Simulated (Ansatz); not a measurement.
## What DFT gives for CoP

```
Co P
1.0
     3.57757    0.00000    0.00000
     0.00000    3.57757    0.00000
     0.00000    0.00000    4.52078
Co P
2 2
Direct
  0.00000 0.50000 0.23850
  0.50000 0.00000 0.76150
  0.00000 0.00000 0.00000
  0.50000 0.50000 0.00000
```

Level: PBEsol, no spin polarisation; 420 eV; 7×7×6 Γ-centred mesh; fermi-dirac occupations (width 0.0309 eV); Ansatz 0.2.0, fixed geometry.

- Formation energy: 0.13 eV an atom against the elements' usual phases (free molecules for gases, crystals otherwise, with no correction for O₂ or N₂), so at this geometry it isn't bound against them. Relaxing would lower it.
- At the Fermi level: It is a metal, with about 2.2 states/eV a cell as the mean within 0.25 eV of the Fermi level, mostly Co d (60 %) and P p (24 %).
- Forces: The largest is on Co1 (and as large on other atoms): 3.65 eV/Å, components (0.00, 0.00, 3.65). It makes 121° with the line to a nearest neighbour, P3 at 2.09 Å.
- Stress: The pressure is 9.9 GPa (compression positive), so with the atoms held at these fractions the cell would first expand; the forces are large, so a full relaxation may end otherwise. The principal stresses 9.5, 9.5, 10.8 GPa differ, so its shape would change too.
- Charges: Bader charges in e: Co -0.13, P +0.13. In the mean P gives up most and Co takes most, against the order of Pauling's electronegativities.

Origin: a known structure type with other elements, at an estimated volume, so it need not be a known compound. Caveats: no spin polarisation, so a magnetic state may lie lower; atoms or cell far from equilibrium.
